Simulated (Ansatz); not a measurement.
**What a change of settings does: Ir (fcc type)**

First run: DFT, LDA, all-electron LAPW, scalar-relativistic (Ansatz 0.2.0).

Command: `ansatz run input.yaml --threads 1 --pin off --max-ram 2048MiB --backend cpu --events-out ev --progress --plain --runs-dir out` It took 46 s on 1 thread of Arm Neoverse V1 (shared host), peak memory 0.52 GiB.

```yaml
crystal:
  lattice:
    - [0.0, 1.4605369921, 1.4605369921]
    - [1.4605369921, 0.0, 1.4605369921]
    - [1.4605369921, 1.4605369921, 0.0]
  atoms:
    - { symbol: Ir, position: [0.0, 0.0, 0.0] }
kpoints:
  mp_grid: { grid: [19, 19, 19] }
  band_path:
    path:
      - [0.0, 0.0, 0.0]
      - [0.5, 0.0, 0.5]
      - [0.625, 0.25, 0.625]
      - [0.375, 0.375, 0.75]
      - [0.0, 0.0, 0.0]
      - [0.5, 0.5, 0.5]
      - [0.5, 0.25, 0.75]
      - [0.5, 0.0, 0.5]
    npoints: 8
scf:
  occupations: { method: fermi_dirac, width: 0.08 }
hamiltonian:
  xc: lda
  pseudopotentials: { kind: all_electron, lapw: { basis_error: 0.001 } }
output:
  forces: true
  stress: true
  eigenvalues: true
  populations: true
  dos: { projected: true, de: 0.2, e_range: [-14, 8] }
```

The base cell comes from a relaxation on PAW files under the same functional, and the cell shown is scaled from it.

This run: volume at 0.45 of the series' base cell.

It converges in 6 SCF iterations at a pressure of 2066 GPa.

The input is then changed:

```diff
 kpoints:
-  mp_grid: { grid: [19, 19, 19] }
+  mp_grid: { grid: [19, 19, 19], shift: [0.5, 0.5, 0.5] }
   band_path:
   occupations: { method: fermi_dirac, width: 0.08 }
+  convergence: { dr2_threshold: 1.0e-09 }
 hamiltonian:
   populations: true
-  dos: { projected: true, de: 0.2, e_range: [-14, 8] }
```

Q: Predict the outcome of the changed run.

A: It converges in 7 SCF iterations at a pressure of 2065 GPa, free energy -7.0 meV/atom against the first run's. More than one line changes, and not each need have an effect. Results part of its log:
```
Warning: crystal.symmetry: narrowed to the stabiliser of the k-point mesh — unitary ops 48 → 12; excluded 36 operations that carry a point of the 19×19×19 mesh (shift [0.5, 0.5, 0.5]) off the mesh (the run samples exactly the mesh kpoints.mp_grid names, as under crystal.symmetry.detect: false, and its converged state has the mesh's symmetry, not the crystal's; ε∞, the Born charges and the force co
SCF 1 converged in 7 iterations: F = -484730.564685 eV  dr2 = 2.01e-12
NSCF: frozen V_eff on 57 k-points
SCF converged after 7 iterations
Free energy (F): -484730.564685 eV
Harris-Foulkes:  -484730.564685 eV  (|F-HF|=4.07e-10)
Internal energy: -484730.559005 eV  (E = F + TS)
E sigma→0 (E₀):  -484730.561845 eV
Entropy (-TS):   -0.005680 eV (-5.680 meV/atom)
Fermi energy:    79.157028 eV
--- Per-component energies (eV) ---
  E_band       = -4759.802064
  E_kinetic    = 548593.424940
  E_xc         = -9233.968364
  E_electrostatic = -1024090.015582  (all electrons and nuclei)
  E_smearing   = -0.005680  (= −TS)
  E_closure    = -0.000000  (closes the sum)
[... lines left out ...]
--- Forces (eV/Å), atoms counted from 1 ---
  atom   1  Ir    -0.00000000     0.00000000     0.00000000
  max |Σ_I F_I| component: 1.68e-29 eV/Å
--- Stress (GPa, compression-positive) ---
     2065.160344       0.503071       0.503071
        0.503071    2065.160344       0.503071
        0.503071       0.503071    2065.160344
  P = ⅓ Tr σ = 2065.1603 GPa (20651.603 kbar)
--- Band table (eV; the first three rows and the last of 670) ---
  k-point 0: bands = ["-580.5360", "-413.7420", "-413.7420", "-413.7378", "-208.8945", "-208.8945", "-208.8915", "-208.8610", "-208.8610", "-20.6053", "18.5440", "18.6876", "18.6898", "18.6898", "18.8782", "18.8807", "18.8807", "27.3990", "27.4664", "27.4664", "59.4850", "66.2638", "66.3575", "66.3575", "75.0976", "75.0976", "85.9990", "97.0498", "97.4842", "97.4842"]
  k-point 1: bands = ["-580.5360", "-413.7420", "-413.7420", "-413.7378", "-208.8945", "-208.8945", "-208.8914", "-208.8610", "-208.8610", "-20.5415", "18.5499", "18.6879", "18.6926", "18.6953", "18.8707", "18.8720", "18.8808", "26.9845", "27.3644", "27.4480", "59.9724", "65.9553", "66.5260", "66.6781", "74.6060", "75.0407", "86.8258", "96.0627", "97.8401", "98.5220"]
  k-point 2: bands = ["-580.5360", "-413.7420", "-413.7420", "-413.7378", "-208.8944", "-208.8944", "-208.8914", "-208.8610", "-208.8610", "-20.3868", "18.5636", "18.6860", "18.7030", "18.7072", "18.8493", "18.8539", "18.8816", "25.9914", "27.2164", "27.3583", "60.9085", "65.6141", "66.9677", "67.2082", "73.9121", "74.7287", "88.5964", "94.3449", "99.4962", "100.5854"]
  k-point 669: bands = ["-580.5360", "-413.7420", "-413.7420", "-413.7378", "-208.8938", "-208.8938", "-208.8910", "-208.8608", "-208.8608", "-18.6460", "17.7720", "18.6145", "18.6145", "18.6303", "18.8349", "18.8349", "18.8381", "18.8876", "26.2855", "26.2855", "58.1407", "65.6318", "65.6318", "79.1751", "82.4881", "82.4881", "87.7973", "101.2316", "102.5199", "102.5199"]
--- Löwdin populations: 1 site ---
  site symbol       q [e]
     0     Ir     76.8447
  spilling = 0.002017 (of n_electrons = 77.000000)
```
